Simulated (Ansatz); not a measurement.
# From the elastic tensor of ScZn to moduli and sound speeds

Method: DFT LDA, scalar-relativistic, plane waves, PAW (Ansatz 0.2.0). Plane waves to 420 eV; Γ-centred k mesh 14×14×14; Fermi-Dirac smearing of 0.15 eV. No spin polarisation.

The structure is cubic, space group Pm-3m (No. 221). The conventional cell has a = 3.257 Å, b = 3.257 Å, c = 3.257 Å, α = 90.00°, β = 90.00°, γ = 90.00°. Sc (site symmetry m-3m) has 8 Zn at 2.82 Å as nearest neighbours. Zn (site symmetry m-3m) is surrounded by 8 Sc at 2.82 Å.

In a metal, frequencies and elastic constants depend on the k mesh and the smearing, soft modes and shear constants most.

Relaxed-ion constants (GPa, on the Cartesian axes of the calculation):
C11 = 122.5, C12 = 75.0, C13 = 75.0, C22 = 122.5, C23 = 75.0, C33 = 122.5, C44 = 75.1, C55 = 75.1, C66 = 75.1 GPa; the others vanish.

Density 5.303 g/cm³; 2 atoms in 34.55 Å³.

The values that follow are for a polycrystal of randomly turned grains, by Hill's mean where one number stands. In a crystal this anisotropic the Voigt and Reuss bounds lie far apart, so Hill's mean and the sound speeds and Debye temperature from it are rough.

With S = C⁻¹: B_V = (C11+C22+C33+2(C12+C13+C23))/9, G_V = (C11+C22+C33−C12−C13−C23+3(C44+C55+C66))/15, 1/B_R = S11+S22+S33+2(S12+S13+S23), 15/G_R = 4(S11+S22+S33−S12−S13−S23)+3(S44+S55+S66); Hill is their mean. Then v_l = √((B+4G/3)/ρ), v_t = √(G/ρ), v_m = [(2/v_t³+1/v_l³)/3]^(−1/3) and Θ = (ħ/k_B)·v_m·(6π²n/V)^(1/3) for n atoms in the volume V; E = 9BG/(3B+G), ν = (3B−2G)/(2(3B+G)) and A^U = 5G_V/G_R + B_V/B_R − 6.

```
Bulk modulus, Voigt / Reuss / Hill          : 90.9 / 90.9 / 90.9 GPa
Shear modulus, Voigt / Reuss / Hill         : 54.6 / 40.3 / 47.4 GPa
Young's modulus                             : 121 GPa
Poisson ratio                               : 0.278
Pugh ratio B/G                              : 1.92 (over 1.75, the rule of thumb for ductile)
Universal anisotropy index                  : 1.77
Longitudinal and transverse sound speeds    : 5391 and 2991 m/s
Debye temperature from the mean sound speed : 384 K
```

Cost: 1 run of about 1.3 core-minutes, on Arm Neoverse V2 (shared hosts).